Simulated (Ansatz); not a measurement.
## Relaxation path: bcc Fe (111), 5 layers

DFT, PBE, PAW with Ansatz's default frozen-core files, scalar-relativistic (Ansatz 0.2.0); a Γ-centred 11×11×1 k mesh, Fermi–Dirac smearing of 0.1 eV, spin-polarised from start moments Fe1 2.5, Fe2 2.5, Fe3 2.5, Fe4 2.5, Fe5 2.5 μB. The run relaxes the atoms in the fixed cell.

Command: `ansatz run input.yaml --threads 3 --pin off --max-ram 9216MiB --backend cpu --events-out ev --progress --plain --runs-dir out` It took 4.3 min on 3 threads of Arm Neoverse N1, on a shared host, peak memory 0.81 GiB.

```yaml
crystal:
  lattice:
    - [4.0041382692, 0.0, 0.0]
    - [-2.0020691346, 3.4676854614, 0.0]
    - [0.0, 0.0, 19.2694]
  atoms:
    - { symbol: Fe, position: [0.833333333, 0.166666667, 0.4151669174], spin: 2.5 }
    - { symbol: Fe, position: [0.166666667, 0.833333333, 0.4575834586], spin: 2.5 }
    - { symbol: Fe, position: [0.5, 0.5, 0.5], spin: 2.5 }
    - { symbol: Fe, position: [0.833333333, 0.166666667, 0.5424165414], spin: 2.5 }
    - { symbol: Fe, position: [0.166666667, 0.833333333, 0.5848330826], spin: 2.5 }
magnetization:
  spin_polarized: true
kpoints:
  mp_grid: { grid: [11, 11, 1] }
scf:
  occupations: { method: fermi_dirac, width: 0.1 }
hamiltonian:
  xc: pbe
  pseudopotentials: { kind: paw }
output:
  forces: true
  stress: true
  eigenvalues: true
  write_density: true
  write_potential: true
  elf: true
  volumetric_format: npy
relax:
  f_tol: 0.01
  max_steps: 40
efield:
  axis: 3
  amplitude: 0
  dipole_correction: true
```

Each step lists its free energy a cell above the last geometry, and Cartesian positions (Å) with forces (eV/Å).

The first step:

```
step 1  dF = 113.35 meV
  Fe 3.0031 0.5779 8.0000   0.0000 0.0000 0.6209
  Fe -1.0010 2.8897 8.8174   0.0000 0.0000 0.6535
  Fe 1.0010 1.7338 9.6347   0.0000 0.0000 0.0000
  Fe 3.0031 0.5779 10.4520   0.0000 0.0000 -0.6534
  Fe -1.0010 2.8897 11.2694   0.0000 0.0000 -0.6209
```

The magnetic state is the one reached from the start moments; other orders weren't searched.

Q: Where does the relaxation end, and by which steps?

A: After 5 geometries, with a shortest distance of 2.294 Å and a cell moment of 13.26 μB. The further steps:
```
step 2  dF = 39.37 meV
  Fe 3.0031 0.5779 8.0412   0.0000 0.0000 0.4029
  Fe -1.0010 2.8897 8.8459   0.0000 0.0000 0.4308
  Fe 1.0010 1.7338 9.6347   0.0000 0.0000 0.0000
  Fe 3.0031 0.5779 10.4235   0.0000 0.0000 -0.4308
  Fe -1.0010 2.8897 11.2282   0.0000 0.0000 -0.4029
step 3  dF = 5.06 meV
  Fe 3.0031 0.5779 8.1086   0.0000 0.0000 -0.2005
  Fe -1.0010 2.8897 8.8947   0.0000 0.0000 -0.1492
  Fe 1.0010 1.7338 9.6347   0.0000 0.0000 0.0000
  Fe 3.0031 0.5779 10.3747   0.0000 0.0000 0.1492
  Fe -1.0010 2.8897 11.1608   0.0000 0.0000 0.2005
step 4  dF = 1.34 meV
  Fe 3.0031 0.5779 8.0788   0.0000 0.0000 0.0671
  Fe -1.0010 2.8897 8.8952   0.0000 0.0000 -0.0672
  Fe 1.0010 1.7338 9.6347   0.0000 0.0000 0.0000
  Fe 3.0031 0.5779 10.3742   0.0000 0.0000 0.0672
  Fe -1.0010 2.8897 11.1906   0.0000 0.0000 -0.0671
step 5  dF = 0.00 meV
  Fe 3.0031 0.5779 8.0892   0.0000 0.0000 -0.0003
  Fe -1.0010 2.8897 8.8865   0.0000 0.0000 -0.0061
  Fe 1.0010 1.7338 9.6347   0.0000 0.0000 0.0000
  Fe 3.0031 0.5779 10.3829   0.0000 0.0000 0.0060
  Fe -1.0010 2.8897 11.1802   0.0000 0.0000 0.0003
step 6  dF = 0.00 meV  (same geometry, solved once more)
  Fe 3.0031 0.5779 8.0892   0.0000 0.0000 -0.0004
  Fe -1.0010 2.8897 8.8865   0.0000 0.0000 -0.0061
  Fe 1.0010 1.7338 9.6347   0.0000 0.0000 0.0000
  Fe 3.0031 0.5779 10.3829   0.0000 0.0000 0.0061
  Fe -1.0010 2.8897 11.1802   0.0000 0.0000 0.0004
```
